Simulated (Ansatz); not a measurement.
**Pd (bcc): energy against volume**

Computed with Ansatz, DFT, PBEsol, plane waves (420 eV) with PAW, scalar-relativistic. (PAW data from PBE, frozen cores regenerated.)

The cell is scaled uniformly from the relaxed one, with fractional coordinates and shape fixed. Energies are extrapolated to zero smearing, pressures are those at the given smearing. Magnetic state: spin not included.

A Birch-Murnaghan fit gives V₀ = 14.67 Å³/atom, B₀ = 199 GPa, B₀′ = 5.4.

Q: What are the energy above the minimum and the pressure at 14.107 Å³/atom?

A: 14.7 meV/atom and 8.98 GPa as computed.

Q: What are the energy above the minimum and the pressure at 15.871 Å³/atom?

A: 51.3 meV/atom and -12.34 GPa as computed.

Q: What are the energy above the minimum and the pressure at 16.458 Å³/atom?

A: 105.6 meV/atom and -16.43 GPa as computed.
